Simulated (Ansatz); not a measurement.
# From a trial cell to the properties of RhC₂ (fluorite structure)

The computed numbers are results of PBEsol, scalar-relativistic (no spin polarisation) in the plane-wave PAW code Ansatz at 420 eV, 12×12×12 k-mesh, Gaussian smearing of 0.05 eV. The datasets are Ansatz's generated set soft_2.

The structure was built from a prototype; whether the compound forms in it isn't claimed.

Starting cell:

```
CELL_PARAMETERS angstrom
0.00000 2.32654 2.32654
2.32654 0.00000 2.32654
2.32654 2.32654 0.00000
ATOMIC_POSITIONS crystal
Rh 0.00000 0.00000 0.00000
C 0.25000 0.25000 0.25000
C 0.75000 0.75000 0.75000
```

The first steps of the search for zero pressure:

```tsv
run	level	k-mesh	kind	V (Å³/atom)	P (GPa)	gap on the mesh (eV)
1	PBEsol	12×12×12	fixed cell	8.40	55.4	metal
```

Q: At which volume does PBEsol reach zero pressure?

A: About 9.7 Å³/atom, about 16 % over the start.

The steps that followed:

```tsv
run	level	k-mesh	kind	V (Å³/atom)	P (GPa)	E − E(final) (meV/atom)	gap on the mesh (eV)
2	PBEsol	12×12×12	fixed cell	9.40	9.1	7.9	metal
3	PBEsol	12×12×12	fixed cell	9.70	-0.1	0.0	metal
```

The cell is relaxed to zero pressure at this level.

The final structure (symmetry read at 0.01 Å). Symmetry: Fm-3m, No. 225, cubic system. The conventional cell has a = 4.882 Å, b = 4.882 Å, c = 4.882 Å, α = 90.00°, β = 90.00°, γ = 90.00°. Around Rh (site symmetry m-3m) lie 8 C at 2.11 Å. Around C (site symmetry -43m) lie 4 Rh at 2.11 Å. (Shells end 15 % past the nearest neighbour.)

```
atom  site  symmetry       x       y       z
  Rh    4a      m-3m  0.0000  0.0000  0.0000
   C    8c      -43m  0.2500  0.7500  0.7500
```

- At the final geometry the gap, band path included, is zero (metallic).
- The equation of state gives B0 = 276 GPa and B0′ = 4.9.
- Against the elements' standard states, run alike and uncorrected, the formation energy is 1.86 eV/atom, so this structure is unstable against them at this level.

**What lies behind the numbers.**

With 25 valence electrons in the calculation's cell and no magnetic order, the bands, two electrons each, can't all be full or empty: band theory demands a metal. (Only strong correlation, outside this picture, could make a Mott insulator of it.)

Spin polarisation wasn't tried.
